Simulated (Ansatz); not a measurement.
Consider the following.

Ag:
```
CELL_PARAMETERS angstrom
      0.00000     3.77077     3.77077
      3.77077     0.00000     3.77077
      3.77077     3.77077     0.00000
ATOMIC_POSITIONS crystal
  Ag 0.75000 0.75000 0.75000
  Ag 0.50000 0.50000 0.50000
  Ag 0.12500 0.62500 0.12500
  Ag 0.12500 0.12500 0.12500
  Ag 0.62500 0.12500 0.12500
  Ag 0.12500 0.12500 0.62500
```

This is the PBEsol-relaxed structure.

Problem. All from the program Ansatz at the PBEsol level (PAW), unless another level is named. Predict the Debye temperature from the elastic constants.

Solution. 221 K.

Problem. Predict the highest zone-centre frequency.

Solution. 291 cm⁻¹.

Space group Fd-3m. The start of the workflow was typed in or built on a structure type; neither database checked (COD, Materials Project) lists it. It is not the phase usual at ambient conditions (space group No. 225). Symmetry was held in the PBEsol relaxation. At this level the phase is dynamically unstable (imaginary phonons). The run is not spin-polarised. As this level gives no gap, shear constants depend on the k-mesh and smearing (Fermi–Dirac, 0.1 eV here). As this level gives no gap, phonon frequencies hold no LO–TO term and depend on the k-mesh and smearing (Fermi–Dirac, 0.1 eV here).

Potentials: the later of the program's two PAW sets.
